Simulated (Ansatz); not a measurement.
Here is the system:

SiNi2:
```
CELL_PARAMETERS angstrom
      5.02839     0.00000     0.00000
      0.00000     3.72865     0.00000
      0.00000     0.00000     7.07102
ATOMIC_POSITIONS crystal
  Si 0.28668 0.75000 0.61470
  Si 0.71332 0.25000 0.38530
  Si 0.21332 0.25000 0.11470
  Si 0.78668 0.75000 0.88530
  Ni 0.95935 0.75000 0.20366
  Ni 0.04065 0.25000 0.79634
  Ni 0.54065 0.25000 0.70366
  Ni 0.45935 0.75000 0.29634
  Ni 0.83086 0.75000 0.56027
  Ni 0.16914 0.25000 0.43973
  Ni 0.66914 0.25000 0.06027
  Ni 0.33086 0.75000 0.93973
```

This is the PBE-relaxed structure. x, y and z are the axes in which the lattice vectors are written.

All from PBE in the plane-wave PAW code Ansatz, unless another level is named. Predict the Hill bulk and shear moduli.

190 and 65.4 GPa.

What about the elastic constants (relaxed ions, GPa)?

C11 = 211, C22 = 334, C33 = 325, C12 = 148, C13 = 143, C23 = 156, C44 = 60.4, C55 = 57.6, C66 = 75.5.

Next, the highest zone-centre frequency?

378 cm⁻¹.

Space group Pnma. The cell was relaxed with PBE under the symmetry of its start. The workflow began spin-polarised and lost its moments. As this level gives no gap, shear constants depend on the k-mesh and smearing (Fermi–Dirac, 0.1 eV here). As this level gives no gap, phonon frequencies hold no LO–TO term and depend on the k-mesh and smearing (Fermi–Dirac, 0.1 eV here). On the denser mesh and wider smearing of the elastic run this cell carries a stress of 0.3 GPa.

Potentials: the later of the program's two PAW sets.
